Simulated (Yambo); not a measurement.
Yambo run on BaTiO3 (space group R3m, No. 160). The wavefunctions come from this Quantum ESPRESSO step (PBEsol, PseudoDojo standard norm-conserving files, scalar-relativistic):

```
&CONTROL
  calculation = 'nscf'
  pseudo_dir = './pseudo'
  outdir = './out'
/
&SYSTEM
  ibrav = 0
  nat = 5
  ntyp = 3
  ecutwfc = 84.0
  ecutrho = 336.0
  occupations = 'fixed'
  force_symmorphic = .true.
  nbnd = 129
/
&ELECTRONS
  conv_thr = 5e-09
  diago_full_acc = .true.
  diago_thr_init = 1e-08
/
ATOMIC_SPECIES
O 15.9990 O.upf
Ti 47.8670 Ti.upf
Ba 137.3270 Ba.upf
CELL_PARAMETERS angstrom
  2.848255136000   1.644440869000   2.335560000000
 -2.848255136000   1.644440869000   2.335560000000
  0.000000000000  -3.288881739000   2.335560000000
ATOMIC_POSITIONS crystal
O   0.488950000000   0.979720000000   0.488950000000
O   0.488950000000   0.488950000000   0.979720000000
O   0.979720000000   0.488950000000   0.488950000000
Ti   0.513330000000   0.513330000000   0.513330000000
Ba   0.000140000000   0.000140000000   0.000140000000
K_POINTS automatic
4 4 4 0 0 0
```

Yambo input:

```
rim_cut
gw0
dyson
el_el_corr
HF_and_locXC
ppa
em1d
RandQpts= 1000000
RandGvec= 1 Ry
EXXRLvcs= 84 Ry
VXCRLvcs= 336 Ry
Chimod= "HARTREE"
% BndsRnXp
 2 | 127 |
%
NGsBlkXp= 8 Ry
% LongDrXp
 1.0 | 1.0 | 1.0 |
%
PPAPntXp= 27.2114 eV
% GbndRnge
 1 | 127 |
%
GTermKind= "BG"
DysSolver= "n"
ExtendOut
% QPkrange
 1 | 1 | 20 | 21 |
 3 | 3 | 20 | 21 |
 7 | 7 | 20 | 21 |
 13 | 13 | 20 | 21 |
%
```

k points by index: 1 = Γ, 3 = L, 7 = F, 13 = Z.

Resulting energies as the program prints them:

```
#    K-point    Band    Eo [eV]    E [eV]    E-Eo [eV]    Vxc [eV]    Vnlxc [eV]    Sc|Eo [eV]    Sc|E [eV]    dSc/dw|Eo [eV]    Re(Z)    Im(Z)
#
    1    20    -0.391665    -0.767247    -0.375582    -19.89386    -24.49951    4.119145    4.230064    -8.033716    0.772059    -0.001330
    1    21    2.369839    3.639939    1.270100    -18.84914    -11.88060    -5.341587    -5.698439    -7.644538    0.780679    -0.001403
    3    20    -0.812852    -1.233381    -0.420529    -19.76988    -24.71253    4.397175    4.522123    -8.082658    0.770988    -0.001360
    3    21    2.516799    3.837248    1.320448    -19.32295    -12.12281    -5.499927    -5.879691    -7.825136    0.776655    -0.001451
    7    20    -0.055020    -0.454366    -0.399346    -19.54611    -24.63959    4.572954    4.694137    -8.254755    0.767247    -0.001367
    7    21    3.827388    5.244258    1.416870    -21.15130    -13.23814    -6.034855    -6.496290    -8.860700    0.754357    -0.001759
    13    20    0.000000    -0.373164    -0.373164    -19.66981    -24.75838    4.601896    4.715401    -8.274049    0.766830    -0.001366
    13    21    4.281664    5.727906    1.446242    -21.44330    -13.07786    -6.427509    -6.919198    -9.249641    0.746309    -0.002003
```
(The two width columns are left out.) Convergence of these settings isn't established.

Geometry of the Materials Project entry, not relaxed at this level.
